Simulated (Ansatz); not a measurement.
## Hf2Pd2Se2Br2O3 and the effect of the choice of potentials or basis

Space group Cm (No. 8). a = 15.354 Å, b = 3.419 Å, c = 13.208 Å, α = 90.00°, β = 107.63°, γ = 90.00°
| atom | site | symmetry | x | y | z |
| --- | --- | --- | --- | --- | --- |
| Hf | 2a | m | 0.0549 | 0.0000 | 0.9386 |
| Hf | 2a | m | 0.3937 | 0.0000 | 0.7169 |
| Pd | 2a | m | 0.3208 | 0.5000 | 0.4904 |
| Pd | 2a | m | 0.1771 | 0.5000 | 0.2569 |
| Se | 2a | m | 0.0777 | 0.0000 | 0.1543 |
| Se | 2a | m | 0.2101 | 0.0000 | 0.4120 |
| Br | 2a | m | 0.4135 | 0.0000 | 0.9548 |
| Br | 2a | m | 0.2540 | 0.5000 | 0.7135 |
| O | 2a | m | 0.4030 | 0.0000 | 0.5787 |
| O | 2a | m | 0.1145 | 0.5000 | 0.9270 |
| O | 2a | m | 0.4691 | 0.5000 | 0.7783 |

The cell comes from a database or a generator and needn't be the stable form of this composition.

Kept alike: task single point; functional PBE; k mesh 8 × 8 × 2; occupations fermi-dirac, width 0.05 eV; no spin polarisation. Program: Ansatz. Cutoffs run from 900 to 1380 eV. The mesh is that of the run's cell of 11 atoms. No spin-orbit coupling.

| choice of potentials or basis | band gap (eV) |
| --- | --- |
| Ansatz NC | 0.831 |
| Ansatz PAW (files of its older set among them) | 0.838 |
| JTH PAW | 0.826 |
| PseudoDojo standard (PBE files) | 0.831 |
| SPMS NC | 0.819 |

Spin-orbit coupling, left out here, moves the band edges of heavy atoms and can close or invert small gaps. A gap read on the mesh alone can miss an edge between its points.

What does the choice of potentials or basis change here?

The band gap runs from 0.819 (SPMS NC) to 0.838 eV (Ansatz PAW (files of its older set among them)).
